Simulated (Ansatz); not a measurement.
BRu:
```xyz
2
Lattice="2.6714 0.0000 0.0000 0.0000 2.6714 0.0000 0.0000 0.0000 2.6714" Properties=species:S:1:pos:R:3 pbc="T T T"
Ru     0.0000     0.0000     0.0000
B      1.3357     1.3357     1.3357
```

Relaxed with PBEsol. Special points in fractions of this cell's reciprocal vectors: Γ (0.000, 0.000, 0.000); X (0.000, 0.500, 0.000); M (0.500, 0.500, 0.000); R (0.500, 0.500, 0.500).

Q: List the band energies nearest the Fermi level at these points for the program Ansatz at the PBEsol level (PAW).

A: In eV from the Fermi level; about four levels below and three above (degenerate sets whole), none deeper than 8.9 eV; points with the same levels are listed once.

```tsv
k	below	above
Γ	-5.24 -5.24	0.41 0.41 0.41
X	-7.71 -4.37 -3.09 -3.09	0.71 2.78 8.56 8.56
M	-3.13 -3.13 -1.48 -1.48	2.22 5.03 5.50
R	-7.44 -7.44 -7.44 -1.62	2.37 2.37 7.68 7.68 7.68
```

Space group Pm-3m (CsCl type). The cell is a constructed one: a structure type filled with these elements; neither database checked (COD, Materials Project) lists it. Whether it is the stable phase at ambient conditions was not checked. Symmetry was held in the PBEsol relaxation; whether a distortion lowers the energy is not shown. The run is not spin-polarised. Scalar-relativistic: spin–orbit coupling is off unless named, which matters more the heavier the elements.

Potentials: the earlier of the program's two PAW sets. The files were generated under PBE; for other functionals the program regenerates the frozen cores, and for LDA and PBEsol the local potential too.
